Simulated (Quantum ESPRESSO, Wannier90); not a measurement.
PtS₂ (CdI2 type): Wannier90 run

```yaml
crystal:
  lattice:
    - [3.54874, 0.00000, 0.00000]
    - [-1.77437, 3.07330, 0.00000]
    - [0.00000, 0.00000, 5.59707]
  atoms:
    - { symbol: Pt, position: [0.00000, 0.00000, 0.00000] }
    - { symbol: S, position: [0.66667, 0.33333, 0.77966] }
    - { symbol: S, position: [0.33333, 0.66667, 0.22034] }
```

Structure: Materials Project mp-762, symmetrised, not relaxed again. COD (Crystallography Open Database) has an entry of this formula and space group (matched by these alone). Computed values, not measurements, from PBEsol: Quantum ESPRESSO (norm-conserving PseudoDojo potentials, cutoff 68 Ry, spinors with spin-orbit coupling) on a Γ-centred 6×6×4 mesh, then Wannier90. Density: 12×12×6 mesh, cold smearing 0.01 Ry. The cell is built of weakly bound layers, chains or molecules, whose nearest atoms lie 3.74 Å apart. Database cells relaxed without dispersion often hold them too far apart, which can enlarge gaps and weakens couplings between them; spacing and stacking were not compared with the measured crystal.

Base run: 22 functions from bands 13-54 of the 54 computed, start hydrogen-like Pt: d; S: p, centres 0.05 Å off the atoms, frozen window up to 2.53 eV relative to the valence-band maximum, outer window open. One thing is changed at a time; window edges are relative to the valence-band maximum. The misfit compares interpolated bands with pw.x on a high-symmetry path, for states up to 2.0 eV relative to the valence-band maximum. Converged means that the tolerances were met: symmetric starts can stop on a saddle, which shows as a larger Ω_OD at equal Ω_I and can move the misfit too.

```tsv
setting	functions	frozen to (eV)	Ω_I (Å²)	Ω_D (Å²)	Ω_OD (Å²)	rms misfit (meV)	worst (meV)	ended
base	22	2.53	31.96	0.02	1.80	4.8	42	converged
```

### Question
Starting from this base row, predict which settings stop with an error, and how Ω_I and the misfit move in the others: frozen window to 3.53 eV; frozen window to 4.53 eV; frozen window to 1.53 eV.

### Answer
```tsv
setting	functions	frozen to (eV)	Ω_I (Å²)	Ω_D (Å²)	Ω_OD (Å²)	rms misfit (meV)	worst (meV)	ended
frozen window to 3.53 eV	22	3.53	32.00	0.02	1.81	4.8	41	converged
frozen window to 4.53 eV	22	4.53	32.00	0.02	1.81	4.8	41	converged
frozen window to 1.53 eV	22	1.53	30.53	0.02	1.55	41	351	converged
```
